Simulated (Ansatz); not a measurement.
Input:

Sc6Te2Rh:
```cif
data_RhSc6Te2
_chemical_formula_sum 'Sc6 Rh1 Te2'
_space_group_name_H-M_alt 'P-62m'
_space_group_IT_number 189
_space_group_name_Hall 'P -6 -2'
_cell_length_a 7.77050
_cell_length_b 7.77050
_cell_length_c 3.79332
_cell_angle_alpha 90.000
_cell_angle_beta 90.000
_cell_angle_gamma 120.000
loop_
_atom_site_label
_atom_site_type_symbol
_atom_site_symmetry_multiplicity
_atom_site_Wyckoff_symbol
_atom_site_fract_x
_atom_site_fract_y
_atom_site_fract_z
_atom_site_occupancy
Sc1 Sc 3 f 0.00000 0.24124 0.00000 1
Sc2 Sc 3 g 0.39057 0.39057 0.50000 1
Rh1 Rh 1 b 0.00000 0.00000 0.50000 1
Te1 Te 2 c 0.33333 0.66667 0.00000 1
```

This is the r²SCAN-relaxed structure.

Task: All from r²SCAN (plane waves, PAW; program Ansatz), unless another level is named. Estimate the electronic character.

Result: metallic (no gap).

Task: And the density of states at the Fermi level?

Result: 1.1 states/eV per atom (mean over ±0.08 eV).

Task: Next, the gap with spin–orbit coupling?

Result: none (metallic).

The workflow started from an entry of the Crystallography Open Database (COD). Whether it is the stable phase at ambient conditions was not checked. Symmetry was held in the r²SCAN relaxation; its stability against distortions is not shown here. The run is not spin-polarised. With an odd number of electrons in the cell and no spin polarisation, the count alone makes it a metal. Spin–orbit coupling is left out wherever it is not named.

Potentials: the later of the program's two PAW sets.
